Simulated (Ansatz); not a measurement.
FeSi: gradients before and after relaxing the atoms

Start: an entry of the Crystallography Open Database (COD).

```cif
data_FeSi
_symmetry_space_group_name_H-M 'P2_13'
_symmetry_Int_Tables_number 198
_cell_length_a 4.4670
_cell_length_b 4.4670
_cell_length_c 4.4670
_cell_angle_alpha 90.000
_cell_angle_beta 90.000
_cell_angle_gamma 90.000
loop_
_atom_site_label
_atom_site_type_symbol
_atom_site_symmetry_multiplicity
_atom_site_Wyckoff_symbol
_atom_site_fract_x
_atom_site_fract_y
_atom_site_fract_z
Fe Fe 4 a 0.1340 0.1340 0.1340
Si Si 4 a 0.8445 0.8445 0.8445
```

One atom of each set is listed.

The numbers come from a DFT calculation in Ansatz (PBE, plane waves and PAW, scalar-relativistic, collinear spin, 420 eV cutoff, Γ-centred 10×10×10 k-points, Fermi–Dirac smearing 0.05 eV). Start moments as typed (μB): 3 on each Fe, none on the rest.

The largest force at the start is 0.52 eV/Å. Relaxing the ions at fixed cell moves them by 0.029 Å at most (atom 5, Si) and 0.022 Å rms. End positions:

Fe (0.1355, 0.1355, 0.1355)
Si (0.8407, 0.8407, 0.8407)

| site | moved (Å) | first shell before | first shell after | V_zz before (10²¹ V/m²) | η before |
| --- | --- | --- | --- | --- | --- |
| Fe | 0.012 | 7 Si at 2.24–2.51 Å, 6 Fe at 2.74 Å | 7 Si at 2.28–2.52 Å, 6 Fe at 2.74 Å | 5.14 | 0.00 |
| Si | 0.029 | 7 Fe at 2.24–2.51 Å, 6 Si at 2.76 Å | 7 Fe at 2.28–2.52 Å, 6 Si at 2.77 Å | -3.58 | 0.00 |

(1) How do the gradients change?

## Answers

(1) 

```json
{"site": "Fe", "V_zz after": "5.30", "η after": "0.00", "change of V_zz": "+0.16"}
{"site": "Si", "V_zz after": "-3.25", "η after": "0.00", "change of V_zz": "+0.33"}
```

The largest change of V_zz is on Si, from -3.58 to -3.25. In per cent, |V_zz| changes by +3 on Fe, -9 on Si (all sites that start above 0.5).

With these PAW files V_zz is typically within 2 to 3 % of all-electron values, but misses above 10 % occur on Fe. The start moments die out, and the run ends without spin.
Before: With a gap of 0.15 eV under a smearing of 0.05 eV the band edges are partly filled, so small gradients can hang on the smearing and the k-mesh.
After: With a gap of 0.17 eV under a smearing of 0.05 eV the band edges are partly filled, so small gradients can hang on the smearing and the k-mesh.
